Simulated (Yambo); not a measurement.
Yambo run on K$_{2}$BrCl$_{6}$F (space group Fm-3m, No. 225). The wavefunctions are PBEsol (Quantum ESPRESSO, PseudoDojo norm-conserving, 84 Ry, scalar-relativistic) ones on a 2×2×2 mesh (37 occupied bands); a = 7.159 Å, b = 7.159 Å, c = 7.159 Å, α = 60.00°, β = 60.00°, γ = 60.00°.

Yambo input:

```
rim_cut
gw0
dyson
el_el_corr
HF_and_locXC
cohsex
em1s
RandQpts= 1000000
RandGvec= 1 Ry
EXXRLvcs= 84 Ry
VXCRLvcs= 336 Ry
Chimod= "HARTREE"
% BndsRnXs
 1 | 364 |
%
NGsBlkXs= 7 Ry
% LongDrXs
 1.0 | 1.0 | 1.0 |
%
ExtendOut
% QPkrange
 2 | 2 | 37 | 38 |
%
```

k points by index: 2 = L.

The o-*.qp file then holds:

```
#    K-point    Band    Eo [eV]    E [eV]    E-Eo [eV]    Vxc [eV]    Vnlxc [eV]    Sc|Eo [eV]    Re(Z)    Im(Z)
#
    2    37    0.000000    -1.877425    -1.877425    -18.85303    -22.78479    2.054337    1.000000    0.000000
    2    38    0.900436    -0.211122    -1.111558    -13.98615    -11.15508    -3.942628    1.000000    0.000000
```
(The two width columns are left out.) Convergence of these settings isn't established.

Spin-orbit coupling is not included.

Geometry of the Materials Project entry, not relaxed at this level.

The structure is a Materials Project entry; no match was found in the copy of COD used, and its stability was not checked.
